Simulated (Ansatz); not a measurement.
ZnSe:
```xyz
4
Lattice="4.9672 0.0000 0.0000 0.0000 4.9672 0.0000 0.0000 0.0000 4.2170" Properties=species:S:1:pos:R:3 pbc="T T T"
Zn     2.4836     0.0000     0.3236
Zn     0.0000     2.4836     3.8935
Se     0.0000     0.0000     0.0000
Se     2.4836     2.4836     0.0000
```

Relaxed with r²SCAN+D4.

Problem. Map the valence electron density (e/Å³), cut off at 2 on the plane through (0.500, 0.000, 0.077) spanned by u = [1, 0, 0] and v = [0, 0, 1] in lattice vectors, from r²SCAN+D4 in the plane-wave PAW code Ansatz.

Solution. x is the fraction of u, y of v (the angle between them is 90°; rows are the nearest grid lines); atoms in the plane: Zn at (0.00, 0.00), Se at (0.50, 0.92).
```
y \ x   0.000  0.0800  0.200  0.280  0.360  0.440  0.560  0.640  0.720  0.800  0.920   1.00
------  -----  ------  -----  -----  -----  -----  -----  -----  -----  -----  -----  -----
1.00     2.00    2.00  0.409  0.478   1.21   2.00   2.00   1.21  0.478  0.409   2.00   2.00
0.905    2.00    2.00  0.343  0.502   1.68   2.00   2.00   1.68  0.502  0.343   2.00   2.00
0.857    1.99   0.986  0.269  0.435   1.28   2.00   2.00   1.28  0.435  0.269  0.986   1.99
0.762   0.249   0.187  0.135  0.248  0.578   1.33   1.33  0.578  0.248  0.135  0.187  0.249
0.714   0.111   0.094  0.090  0.167  0.372  0.660  0.660  0.372  0.167  0.090  0.094  0.111
0.619   0.030   0.030  0.037  0.066  0.128  0.204  0.204  0.128  0.066  0.037  0.030  0.030
0.524   0.013   0.013  0.017  0.026  0.043  0.060  0.060  0.043  0.026  0.017  0.013  0.013
0.476   0.013   0.012  0.014  0.019  0.027  0.037  0.037  0.027  0.019  0.014  0.012  0.013
0.381   0.025   0.023  0.019  0.021  0.027  0.034  0.034  0.027  0.021  0.019  0.023  0.025
0.286   0.101   0.081  0.048  0.051  0.072  0.097  0.097  0.072  0.051  0.048  0.081  0.101
0.238   0.238   0.171  0.078  0.084  0.126  0.181  0.181  0.126  0.084  0.078  0.171  0.238
0.143    2.00   0.978  0.195  0.208  0.366  0.598  0.598  0.366  0.208  0.195  0.978   2.00
0.0952   2.00    2.00  0.279  0.300  0.575   1.11   1.11  0.575  0.300  0.279   2.00   2.00
0.000    2.00    2.00  0.409  0.478   1.21   2.00   2.00   1.21  0.478  0.409   2.00   2.00
```

The density is the valence pseudo-density with augmentation charge, so density and ELF within about 1 Å of a nucleus are not all-electron values.

Space group P4/nmm. The cell is a constructed one: a structure type filled with these elements; the Crystallography Open Database copy checked does not list it. It is not the phase usual at ambient conditions (space group No. 216). The r²SCAN+D4 relaxation kept the symmetry of its start; whether a distortion lowers the energy is not shown.

Potentials: the later of the program's two PAW sets.
